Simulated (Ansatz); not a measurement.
Given:

MoS₂:
```
MoS2
1.0
    0.00000     2.93600     2.93600
    2.93600     0.00000     2.93600
    2.93600     2.93600     0.00000
Mo S
1 2
Cartesian
  0.00000   0.00000   0.00000
  1.46800   1.46800   1.46800
  4.40400   4.40400   4.40400
```

This is the PBE-relaxed structure.

Question: All from PBE in the plane-wave PAW code Ansatz, unless another level is named. Estimate the electronic character.

Answer: metallic (no gap).

Question: What about the formation energy from the elements (no fitted shifts)?

Answer: -0.14 eV/atom.

Question: Predict the density of states at the Fermi level.

Answer: 1.2 states/eV per atom (mean over ±0.08 eV).

Space group Fm-3m (fluorite). The cell is a constructed one: a structure type filled with these elements; neither database checked (COD, Materials Project) lists it. It is not the phase usual at ambient conditions (space group No. 160, 194). The PBE relaxation kept the symmetry of its start; whether a distortion lowers the energy is not shown. No spin polarisation was allowed. The references are the lowest solids computed at this level, not always the standard phases. Scalar-relativistic: spin–orbit coupling is off unless named, which matters more the heavier the elements.

Potentials: the later of the program's two PAW sets.
